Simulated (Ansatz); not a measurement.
Data:

BeNi:
```cif
data_BeNi
_chemical_formula_sum 'Be1 Ni1'
_space_group_name_H-M_alt 'Pm-3m'
_space_group_IT_number 221
_space_group_name_Hall '-P 4 2 3'
_cell_length_a 2.58823
_cell_length_b 2.58823
_cell_length_c 2.58823
_cell_angle_alpha 90.000
_cell_angle_beta 90.000
_cell_angle_gamma 90.000
loop_
_atom_site_label
_atom_site_type_symbol
_atom_site_symmetry_multiplicity
_atom_site_Wyckoff_symbol
_atom_site_fract_x
_atom_site_fract_y
_atom_site_fract_z
_atom_site_occupancy
Be1 Be 1 a 0.00000 0.00000 0.00000 1
Ni1 Ni 1 b 0.50000 0.50000 0.50000 1
```

This is the r²SCAN-relaxed structure.

Q: All from DFT-r²SCAN in the program Ansatz with PAW potentials, unless another level is named. Predict the density of states at the Fermi level.

A: 0.52 states/eV per atom (mean over ±0.08 eV).

Q: Next, the formation energy from the elements (no fitted shifts)?

A: -45 kJ/mol-atom.

The first step of the workflow began from a Materials Project structure, measured or hypothetical; the Crystallography Open Database copy checked does not list it. With Be and Ni taken as one species the cell has the higher symmetry Im-3m, so it may be an ordered model of a mixed-site phase. Its standing as an ambient phase is unchecked. The r²SCAN relaxation kept the symmetry of its start; of distortions, only those at the zone centre were tested. The run is not spin-polarised. The references are the lowest solids computed at this level, not always the standard phases.

Potentials: the later of the program's two PAW sets.
